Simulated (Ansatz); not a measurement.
HfC: the volume at rest

HfC in the rock-salt structure, starting from this typed cell of 12.57 Å³ an atom.

```
Hf C
1.0
     0.00000    2.32500    2.32500
     2.32500    0.00000    2.32500
     2.32500    2.32500    0.00000
Hf C
1 1
Direct
  0.00000 0.00000 0.00000
  0.50000 0.50000 0.50000
```

DFT in Ansatz; k mesh 8×8×8; Fermi–Dirac smearing of 0.1 eV; no spin. Cell and atoms are relaxed to zero stress with the symmetry kept and no dispersion correction.

Caveats: coarse k mesh.

**Question.** What volume results under PBE, and how much do the potentials matter?

**Answer.** 
| functional | potentials | cutoff (eV) | volume (Å³/atom) | change (%) |
| --- | --- | --- | --- | --- |
| PBE | all-electron PAW datasets (no frozen core) | 460 | 12.58 | 0.1 |
| PBE | Ansatz hand-made PAW | 820 | 12.59 | 0.1 |
| PBE | PseudoDojo norm-conserving | 1116 | 12.59 | 0.2 |
| PBE | Ansatz norm-conserving | 1143 | 12.59 | 0.1 |
